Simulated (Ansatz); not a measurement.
OsC:
```xyz
2
Lattice="0.0000 2.1568 2.1568 2.1568 0.0000 2.1568 2.1568 2.1568 0.0000" Properties=species:S:1:pos:R:3 pbc="T T T"
Os     0.0000     0.0000     0.0000
C      2.1568     2.1568     2.1568
```

Relaxed with PBEsol. Special points in fractions of this cell's reciprocal vectors: Γ (0.000, 0.000, 0.000); X (0.500, 0.000, 0.500); U (0.625, 0.250, 0.625); K (0.375, 0.375, 0.750); L (0.500, 0.500, 0.500); W (0.500, 0.250, 0.750).

Task: List the band energies nearest the Fermi level at these points for DFT-PBEsol with spin–orbit coupling in the program Ansatz with PAW potentials.

Result: In eV from the Fermi level; about four levels below and three above (degenerate sets whole), none deeper than 8.9 eV; … stands for higher levels left out; points with the same levels are listed once.

```tsv
k	below	above
Γ	-0.74 -0.74 -0.74 -0.74	…
X	-2.26 -2.26 -0.87 -0.87	0.14 0.14 0.87 0.87
U	-2.23 -2.23 -0.24 -0.24	1.14 1.14 3.42 3.42
L	-0.61 -0.61 -0.48 -0.48	1.18 1.18 5.39 5.39
W	-0.35 -0.35 -0.29 -0.29	0.54 0.54 2.11 2.11
```

Space group Fm-3m (rock salt). The start of the workflow was typed in or built on a structure type; neither database checked (COD, Materials Project) lists it. Whether it is the stable phase at ambient conditions was not checked. The cell was relaxed with PBEsol under the symmetry of its start. At this level the phase is dynamically unstable (imaginary phonons). The run is not spin-polarised. Its formation energy is positive at this level, so the cell may be metastable or incomplete.

Potentials: the later of the program's two PAW sets.
